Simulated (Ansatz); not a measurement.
SnO2:
```cif
data_O4Sn2
_chemical_formula_sum 'Sn2 O4'
_space_group_name_H-M_alt 'P 1'
_space_group_IT_number 1
_cell_length_a 4.75989
_cell_length_b 4.75989
_cell_length_c 3.20084
_cell_angle_alpha 90.000
_cell_angle_beta 90.000
_cell_angle_gamma 90.000
loop_
_space_group_symop_operation_xyz
  'x, y, z'
loop_
_atom_site_label
_atom_site_type_symbol
_atom_site_fract_x
_atom_site_fract_y
_atom_site_fract_z
_atom_site_occupancy
Sn1 Sn 0.00000 0.00000 0.00000 1
Sn2 Sn 0.50000 0.50000 0.50000 1
O1 O 0.30591 0.30591 0.00000 1
O2 O 0.80591 0.19409 0.50000 1
O3 O 0.19409 0.80591 0.50000 1
O4 O 0.69409 0.69409 0.00000 1
```

Relaxed with r²SCAN.

Q: Which orbitals make up the states near the band edges in DFT-r²SCAN in the program Ansatz with PAW potentials?

A: Top 1 eV of the valence band: O 2p 98 %. Bottom 1 eV of the conduction band: Sn 5s 56 %, O 2s 26 %, O 2p 14 %. Projections are on Löwdin-orthogonalised atomic valence shells; empty p or d shells of many metals are not among them.

Q: Tabulate the density of states.

A: States/eV per cell of 6 atoms, in 0.25 eV bins, energy from the valence-band maximum.

```
E (eV)  total   O 2p  Sn 5s  Sn 5p
------  -----  -----  -----  -----
-7.85    0.66   0.39   0.23   0.01
-7.60    1.44   0.86   0.49   0.05
-7.35    2.34   1.41   0.78   0.08
-7.10    1.87   1.13   0.58   0.07
-6.85    1.93   1.17   0.57   0.08
-6.60    1.62   0.99   0.47   0.06
-6.35    1.07   0.66   0.29   0.04
-6.10    1.23   0.78   0.29   0.07
-5.85    1.00   0.64   0.22   0.06
-5.60    0.87   0.57   0.18   0.05
-5.35    1.26   0.89   0.12   0.19
-5.10    1.86   1.37   0.10   0.33
-4.85    2.47   1.84   0.09   0.46
-4.60    2.45   1.84   0.08   0.43
-4.35    2.78   2.13   0.08   0.48
-4.10    3.51   2.74   0.06   0.61
-3.85    4.35   3.42   0.07   0.71
-3.60    3.47   2.77   0.05   0.52
-3.35    3.42   2.78   0.05   0.46
-3.10    3.01   2.50   0.03   0.35
-2.85    3.29   2.81   0.02   0.32
-2.60    2.85   2.45   0.02   0.25
-2.35    2.89   2.52   0.02   0.22
-2.10    3.57   3.18   0.02   0.21
-1.85    4.34   4.00   0.02   0.15
-1.60    5.26   4.97   0.02   0.10
-1.35    6.54   6.25   0.01   0.06
-1.10    9.05   8.77   0.02   0.04
-0.85   10.23  10.01   0.01   0.04
-0.60    3.82   3.74   0.00   0.02
-0.35    1.21   1.19   0.00   0.01
-0.10    0.29   0.28   0.00   0.00
0.15     0.00   0.00   0.00   0.00
0.40     0.00   0.00   0.00   0.00
0.65     0.00   0.00   0.00   0.00
0.90     0.00   0.00   0.00   0.00
1.15     0.00   0.00   0.00   0.00
1.40     0.00   0.00   0.00   0.00
1.65     0.00   0.00   0.00   0.00
1.90     0.00   0.00   0.00   0.00
2.15     0.03   0.00   0.02   0.00
2.40     0.06   0.01   0.03   0.00
2.65     0.08   0.01   0.04   0.00
2.90     0.11   0.02   0.05   0.01
3.15     0.13   0.03   0.07   0.01
3.40     0.17   0.04   0.08   0.01
3.65     0.20   0.05   0.10   0.01
3.90     0.25   0.06   0.11   0.02
4.15     0.30   0.08   0.14   0.02
4.40     0.36   0.10   0.16   0.03
4.65     0.50   0.15   0.22   0.04
4.90     0.59   0.18   0.27   0.05
5.15     0.66   0.20   0.30   0.05
5.40     0.94   0.29   0.44   0.07
5.65     1.80   0.53   0.86   0.17
5.90     1.95   0.58   0.92   0.21
6.15     1.72   0.52   0.80   0.18
6.40     1.55   0.49   0.72   0.16
6.65     1.44   0.47   0.69   0.13
```

Space group P4_2/mnm (rutile). The r²SCAN relaxation kept the symmetry of its start; of distortions, only those at the zone centre were tested. Spin–orbit coupling is left out wherever it is not named.

Potentials: the later of the program's two PAW sets.
